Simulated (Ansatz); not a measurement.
AgI:
```yaml
crystal:
  lattice:
    - [0.00000, 3.31410, 3.31410]
    - [3.31410, 0.00000, 3.31410]
    - [3.31410, 3.31410, 0.00000]
  atoms:
    - { symbol: Ag, position: [0.75000, 0.75000, 0.75000] }
    - { symbol: I, position: [0.00000, 0.00000, 0.00000] }
```

Relaxed with PBE.

### Question
Give the Bader charges and basin volumes of the independent atoms, DFT-PBE in the program Ansatz with PAW potentials.

### Answer


| atom | Bader charge (e) | Bader volume (Å³) |
|---|---|---|
| Ag1 | +0.29 | 27.0 |
| I2 | -0.29 | 44.9 |

Space group F-43m (zinc blende). The cell was relaxed with PBE under the symmetry of its start. No spin polarisation was allowed. Scalar-relativistic: spin–orbit coupling is off unless named, which matters more the heavier the elements.

Potentials: the later of the program's two PAW sets.
